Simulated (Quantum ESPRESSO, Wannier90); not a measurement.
# Wannierisation of ZnSnO3 (R3c)

```
begin unit_cell_cart
ang
   -2.6754450708    4.6340067955    0.0000000000
   -5.3508901417    0.0000000000    0.0000000000
   -2.6754450708    1.5446689318    4.7414830000
end unit_cell_cart
begin atoms_frac
Zn   0.2840700000  0.2840700000  0.1477900000
Zn  -0.2159300000 -0.2159300000 -0.3522100000
Sn   0.0018400000  0.0018400000 -0.0055200000
Sn  -0.4981600000 -0.4981600000  0.4944800000
O   -0.1072300000 -0.3929000000  0.2873200000
O   -0.3929000000  0.2128100000  0.2873200000
O    0.2128100000 -0.1072300000  0.2873200000
O    0.1071000000  0.3927700000 -0.2126800000
O   -0.2871900000  0.1071000000 -0.2126800000
O    0.3927700000 -0.2871900000 -0.2126800000
end atoms_frac
```

Materials Project entry mp-13334; symmetrised, unrelaxed at this level. Not found in the COD (Crystallography Open Database) copy used; not checked further. Method: PBEsol plane waves in Quantum ESPRESSO 7.5 (PseudoDojo norm-conserving files, 68 Ry, no spin polarisation, no spin-orbit coupling), Bloch states on a 4×4×4 mesh through Γ, Wannier90 4.0.1. Density: 8×8×8 mesh, Gaussian smearing 0.01 Ry. Spin-orbit coupling is left out although heavy elements are present.

A tight-binding model is made by disentanglement and projection with no localisation steps (num_iter = 0), so the 50 orbitals stay atom-like: hydrogen-like Zn: s;p;d; Sn: s;p; O: s;p, axes along x, y, z; frozen window up to 2.52 eV relative to the valence-band maximum. It follows pw.x to 0.6 meV rms for states up to 2.0 eV relative to the valence-band maximum. Matrix elements depend on this choice of orbitals and windows.

Task: What are the on-site energies relative to the valence-band maximum, and how fast do the hoppings decay?

Result: 
```json
[
 {"atom": "Zn1", "orbitals": "s", "energy (eV)": "5.23"},
 {"atom": "Zn1", "orbitals": "pz", "energy (eV)": "10.20"},
 {"atom": "Zn1", "orbitals": "px py", "energy (eV)": "11.18"},
 {"atom": "Zn1", "orbitals": "dz2", "energy (eV)": "-4.24"},
 {"atom": "Zn1", "orbitals": "dxz dyz", "energy (eV)": "-4.27"},
 {"atom": "Zn1", "orbitals": "dx2-y2 dxy", "energy (eV)": "-4.29"},
 {"atom": "Zn2", "orbitals": "s", "energy (eV)": "5.23"},
 {"atom": "Zn2", "orbitals": "pz", "energy (eV)": "10.20"},
 {"atom": "Zn2", "orbitals": "px py", "energy (eV)": "11.18"},
 {"atom": "Zn2", "orbitals": "dz2", "energy (eV)": "-4.24"},
 {"atom": "Zn2", "orbitals": "dxz dyz", "energy (eV)": "-4.27"},
 {"atom": "Zn2", "orbitals": "dx2-y2 dxy", "energy (eV)": "-4.29"},
 {"atom": "Sn3", "orbitals": "s", "energy (eV)": "1.78"},
 {"atom": "Sn3", "orbitals": "pz", "energy (eV)": "8.43"},
 {"atom": "Sn3", "orbitals": "px py", "energy (eV)": "8.86"},
 {"atom": "Sn4", "orbitals": "s", "energy (eV)": "1.78"},
 {"atom": "Sn4", "orbitals": "pz", "energy (eV)": "8.43"},
 {"atom": "Sn4", "orbitals": "px py", "energy (eV)": "8.86"},
 {"atom": "O5", "orbitals": "s", "energy (eV)": "-15.31"},
 {"atom": "O5", "orbitals": "pz", "energy (eV)": "-1.41"},
 {"atom": "O5", "orbitals": "px", "energy (eV)": "-1.55"},
 {"atom": "O5", "orbitals": "py", "energy (eV)": "-1.45"},
 {"atom": "O6", "orbitals": "s", "energy (eV)": "-15.31"},
 {"atom": "O6", "orbitals": "pz py", "energy (eV)": "-1.41"},
 {"atom": "O6", "orbitals": "px", "energy (eV)": "-1.60"},
 {"atom": "O7", "orbitals": "s", "energy (eV)": "-15.31"},
 {"atom": "O7", "orbitals": "pz", "energy (eV)": "-1.41"},
 {"atom": "O7", "orbitals": "px", "energy (eV)": "-1.35"},
 {"atom": "O7", "orbitals": "py", "energy (eV)": "-1.65"},
 {"atom": "O8", "orbitals": "s", "energy (eV)": "-15.31"},
 {"atom": "O8", "orbitals": "pz py", "energy (eV)": "-1.41"},
 {"atom": "O8", "orbitals": "px", "energy (eV)": "-1.60"},
 {"atom": "O9", "orbitals": "s", "energy (eV)": "-15.31"},
 {"atom": "O9", "orbitals": "pz", "energy (eV)": "-1.41"},
 {"atom": "O9", "orbitals": "px", "energy (eV)": "-1.35"},
 {"atom": "O9", "orbitals": "py", "energy (eV)": "-1.65"},
 {"atom": "O10", "orbitals": "s", "energy (eV)": "-15.31"},
 {"atom": "O10", "orbitals": "pz", "energy (eV)": "-1.41"},
 {"atom": "O10", "orbitals": "px", "energy (eV)": "-1.55"},
 {"atom": "O10", "orbitals": "py", "energy (eV)": "-1.45"}
]
```

```json
[
 {"distance of the centres (Å)": "1–2", "largest modulus (eV)": "1.6"},
 {"distance of the centres (Å)": "2–3", "largest modulus (eV)": "2.1"},
 {"distance of the centres (Å)": "3–4", "largest modulus (eV)": "1.00"},
 {"distance of the centres (Å)": "4–5", "largest modulus (eV)": "0.25"},
 {"distance of the centres (Å)": "5–6", "largest modulus (eV)": "0.071"},
 {"distance of the centres (Å)": "6–7", "largest modulus (eV)": "0.028"},
 {"distance of the centres (Å)": "7–8", "largest modulus (eV)": "0.017"}
]
```
